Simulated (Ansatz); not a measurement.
Geometry optimisation in Ansatz: input, command and trajectory.

```yaml
crystal:
  lattice:
    - [4.0716926178, 0.0, 0.0]
    - [-2.0358463089, 3.5261892434, 0.0]
    - [0.0, 0.0, 16.9283464275]
  atoms:
    - { symbol: In, position: [0.3333333333, 0.6666666667, 0.1666581951] }
    - { symbol: In, position: [0.6666666667, 0.3333333333, 0.6666581951] }
    - { symbol: In, position: [0.3333333333, 0.6666666667, 0.3333418049] }
    - { symbol: In, position: [0.6666666667, 0.3333333333, 0.8333418049] }
    - { symbol: Se, position: [0.3333333333, 0.6666666667, 0.5898711339] }
    - { symbol: Se, position: [0.6666666667, 0.3333333333, 0.0898711339] }
    - { symbol: Se, position: [0.3333333333, 0.6666666667, 0.9101288661] }
    - { symbol: Se, position: [0.6666666667, 0.3333333333, 0.4101288661] }
basis:
  ecutwfc: 420
kpoints:
  mp_grid: { grid: [12, 12, 2] }
hamiltonian:
  xc: pbe
  dispersion: d3bj
scf:
  occupations: { method: gaussian, width: 0.02 }
output:
  forces: true
  stress: true
  eigenvalues: true
relax:
  adjacent_minimum: "off"
  f_tol: 0.01
  max_steps: 30
  cell: { stress_tol: 0.1, fix: [volume] }
```

```bash
ansatz run input.yaml --threads 2 --pin off --max-ram 5120MiB --backend cpu --events-out ev --progress --plain --runs-dir out
```

Theory: Ansatz 0.2.0, DFT PBE+D3(BJ), scalar-relativistic, plane waves, PAW.

The volume is held at 1.03 times that of the relaxed cell.

Of 4 frames 3 are shown, positions in Å and forces in eV/Å; the SCF threshold varies from step to step. Steps run on the plane waves of an earlier cell, with a Pulay correction in the pressure. The basis is chosen afresh for the last frame, the zero of the energies, and at times for earlier ones too; energy and pressure step there, also at an unchanged geometry. The mark taken_back stands on steps that the optimiser undid.

```xyz
8
Lattice="4.0717 0.0000 0.0000 -2.0358 3.5262 0.0000 0.0000 0.0000 16.9283" Properties=species:S:1:pos:R:3:forces:R:3 pbc="T T T" step=1 free_energy_over_end_meV_per_atom=1.96 pressure_GPa=-1.35
In    0.0000    2.3508    2.8212    0.0000    0.0000   -0.0925
In    2.0358    1.1754   11.2854    0.0000    0.0000   -0.0925
In    0.0000    2.3508    5.6429    0.0000    0.0000    0.0925
In    2.0358    1.1754   14.1071    0.0000    0.0000    0.0925
Se    0.0000    2.3508    9.9855    0.0000    0.0000    0.2000
Se    2.0358    1.1754    1.5214    0.0000    0.0000    0.2000
Se    0.0000    2.3508   15.4070    0.0000    0.0000   -0.2000
Se    2.0358    1.1754    6.9428    0.0000    0.0000   -0.2000
8
Lattice="4.0595 0.0000 0.0000 -2.0297 3.5156 0.0000 0.0000 0.0000 17.0306" Properties=species:S:1:pos:R:3:forces:R:3 pbc="T T T" step=2 free_energy_over_end_meV_per_atom=8.12 pressure_GPa=0.73 taken_back
In    0.0000    2.3437    2.8870    0.0000    0.0000   -0.0333
In    2.0297    1.1719   11.4023    0.0000    0.0000   -0.0333
In    0.0000    2.3437    5.6283    0.0000    0.0000    0.0333
In    2.0297    1.1719   14.1435    0.0000    0.0000    0.0333
Se    0.0000    2.3437   10.1774    0.0000    0.0000   -0.3721
Se    2.0297    1.1719    1.6621    0.0000    0.0000   -0.3721
Se    0.0000    2.3437   15.3685    0.0000    0.0000    0.3721
Se    2.0297    1.1719    6.8532    0.0000    0.0000    0.3721
8
Lattice="4.0605 0.0000 0.0000 -2.0303 3.5165 0.0000 0.0000 0.0000 17.0214" Properties=species:S:1:pos:R:3:forces:R:3 pbc="T T T" step=4 free_energy_over_end_meV_per_atom=0.00 pressure_GPa=-0.69
In    0.0000    2.3444    2.8527    0.0000    0.0000   -0.0066
In    2.0303    1.1722   11.3634    0.0000    0.0000   -0.0066
In    0.0000    2.3444    5.6580    0.0000    0.0000    0.0066
In    2.0303    1.1722   14.1687    0.0000    0.0000    0.0066
Se    0.0000    2.3444   10.0851    0.0000    0.0000    0.0054
Se    2.0303    1.1722    1.5743    0.0000    0.0000    0.0054
Se    0.0000    2.3444   15.4471    0.0000    0.0000   -0.0054
Se    2.0303    1.1722    6.9364    0.0000    0.0000   -0.0054
```

It took 2.7 min on 2 threads of Intel(R) Xeon(R) Processor @ 2.50GHz (Skylake/Cascade Lake), with other jobs on the host, peak memory 0.86 GiB.